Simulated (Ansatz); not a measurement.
BeS:
```
BeS
1.0
    3.30017     0.00000     0.00000
   -1.65008     2.85803     0.00000
    0.00000     0.00000     5.25568
Be S
2 2
Direct
  0.00000   0.00000   0.00000
  0.00000   0.00000   0.50000
  0.33333   0.66667   0.25000
  0.66667   0.33333   0.75000
```

Relaxed with r²SCAN.

Problem. Map the electron localisation function on the plane through (0.000, 0.000, 0.000) spanned by u = [0, 0, 1] and v = [1, -1, 0] in lattice vectors, from r²SCAN (plane waves, PAW; program Ansatz).

Solution. x is the fraction of u, y of v (the angle between them is 90°; rows are the nearest grid lines); atoms in the plane: Be at (0.00, 0.00), Be at (0.50, 0.00), S at (0.25, 0.33), S at (0.75, 0.67).
```
|000012222100000001222210000|
|000122222210000012222221000|
|111222222221112567766776521|
|211221111221125788999988752|
|311111111111136899999999863|
|311000000001136899999999863|
|410000000000147998633689974|
|510000000000158997200279985|
|510000000000158997100179985|
|410000000000147998411489974|
|211244554421125799888899752|
|113577777753113578888887531|
|135788888875311357777775311|
|257998888997521124455442112|
|479984114899741000000000014|
|589971001799851000000000015|
|589972002799851000000000015|
|479986336899741000000000014|
|368999999998631100000000113|
|368999999998631111111111113|
|257889999887521122111122112|
|125677667765211122222222111|
|000122222210000012222221000|
|000012222100000001222210000|
```
Scale: ten equal steps from 0.000 (start of '0') to 0.892 (end of '9'), in the order '0123456789'; x runs from 0.000 to 1.00, y from 0.000 (bottom) to 1.00 (top).

The density is the valence pseudo-density with augmentation charge, so density and ELF within about 1 Å of a nucleus are not all-electron values.

Space group P6_3/mmc (NiAs type). This is a known high-pressure phase of the composition, computed here at zero pressure and temperature. The r²SCAN relaxation kept the symmetry of its start; whether a distortion lowers the energy is not shown.

Potentials: the later of the program's two PAW sets.
